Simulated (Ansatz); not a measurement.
Input:

WC in space group Pm-3m (No. 221; W on 3c, C on 3d), a = b = c = 4.2044 Å, α = β = γ = 90.00°.

This is the r²SCAN-relaxed structure.

### Question
All from r²SCAN in the plane-wave PAW code Ansatz, unless another level is named. Predict the Young's modulus.

### Answer
343 GPa.

### Question
Give the elastic constants (relaxed ions, GPa).

### Answer
C11 = 609, C12 = 158, C44 = 88.7.

The start of the workflow was typed in or built on a structure type; neither database checked (COD, Materials Project) lists it. It is not the phase usual at ambient conditions (space group No. 187). Symmetry was held in the r²SCAN relaxation; its stability against distortions is not shown here. The run is not spin-polarised. Its formation energy is positive at this level, so the cell may be metastable or incomplete. As this level gives no gap, shear constants depend on the k-mesh and smearing (Fermi–Dirac, 0.1 eV here). Spin–orbit coupling is left out wherever it is not named.

Potentials: the earlier of the program's two PAW sets.
